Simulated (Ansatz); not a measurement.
PtI₂:
```yaml
crystal:
  lattice:
    - [6.70098, 0.00000, 0.00000]
    - [0.00000, 8.77725, 0.00000]
    - [-1.57083, 0.00000, 6.77604]
  atoms:
    - { symbol: Pt, position: [0.76529, 0.37193, 0.50253] }
    - { symbol: Pt, position: [0.23471, 0.62807, 0.49747] }
    - { symbol: Pt, position: [0.23471, 0.87193, 0.99747] }
    - { symbol: Pt, position: [0.76529, 0.12807, 0.00253] }
    - { symbol: I, position: [0.54380, 0.17228, 0.26384] }
    - { symbol: I, position: [0.45620, 0.82772, 0.73616] }
    - { symbol: I, position: [0.45620, 0.67228, 0.23616] }
    - { symbol: I, position: [0.54380, 0.32772, 0.76384] }
    - { symbol: I, position: [0.01547, 0.07955, 0.77217] }
    - { symbol: I, position: [0.98453, 0.92045, 0.22783] }
    - { symbol: I, position: [0.98453, 0.57955, 0.72783] }
    - { symbol: I, position: [0.01547, 0.42045, 0.27217] }
```

Relaxed with r²SCAN+D4.

Task: Map the electron localisation function on the plane through (0.765, 0.372, 0.503) spanned by u = [0, 1, 0] and v = [1, 0, 1] in lattice vectors, from r²SCAN+D4 (plane waves, PAW; program Ansatz).

Result: x is the fraction of u, y of v (the angle between them is 90°; rows are the nearest grid lines); atoms in the plane: Pt at (0.00, 0.00), I at (0.21, 0.22).
```
y \ x   0.000  0.100  0.175  0.275  0.375  0.450  0.550  0.625  0.725  0.825  0.900   1.00
------  -----  -----  -----  -----  -----  -----  -----  -----  -----  -----  -----  -----
1.00    0.661  0.462  0.211  0.075  0.013  0.005  0.007  0.017  0.038  0.199  0.463  0.661
0.925   0.603  0.381  0.118  0.145  0.333  0.058  0.009  0.196  0.735  0.586  0.222  0.603
0.850   0.256  0.165  0.177  0.746  0.867  0.645  0.017  0.705  0.721  0.519  0.649  0.256
0.775   0.243  0.080  0.706  0.497  0.689  0.782  0.023  0.681  0.553  0.174  0.606  0.243
0.700   0.246  0.344  0.785  0.187  0.521  0.640  0.065  0.221  0.640  0.522  0.761  0.246
0.625   0.066  0.346  0.870  0.615  0.621  0.321  0.311  0.106  0.561  0.812  0.841  0.066
0.550   0.009  0.047  0.523  0.628  0.293  0.434  0.556  0.337  0.045  0.199  0.166  0.009
0.450   0.006  0.074  0.090  0.051  0.362  0.631  0.609  0.259  0.396  0.244  0.022  0.006
0.375   0.034  0.803  0.827  0.483  0.214  0.416  0.231  0.636  0.650  0.845  0.323  0.034
0.300   0.132  0.796  0.603  0.624  0.169  0.156  0.511  0.559  0.205  0.767  0.455  0.132
0.225   0.188  0.621  0.149  0.456  0.630  0.031  0.694  0.623  0.199  0.678  0.163  0.188
0.150   0.269  0.656  0.480  0.666  0.733  0.021  0.697  0.836  0.683  0.418  0.154  0.269
0.0750  0.602  0.239  0.610  0.769  0.389  0.010  0.161  0.651  0.489  0.110  0.382  0.602
0.000   0.661  0.462  0.211  0.075  0.013  0.005  0.007  0.017  0.038  0.199  0.463  0.661
```

The density is the valence pseudo-density with augmentation charge, so density and ELF within about 1 Å of a nucleus are not all-electron values.

Space group P2_1/c. The workflow started from a Materials Project entry (that database holds measured and hypothetical structures alike); the Crystallography Open Database copy checked does not list it. Its standing as an ambient phase is unchecked. The cell was relaxed with r²SCAN+D4 under the symmetry of its start; its stability against distortions is not shown here. The run is not spin-polarised. Spin–orbit coupling is left out wherever it is not named.

Potentials: the later of the program's two PAW sets.
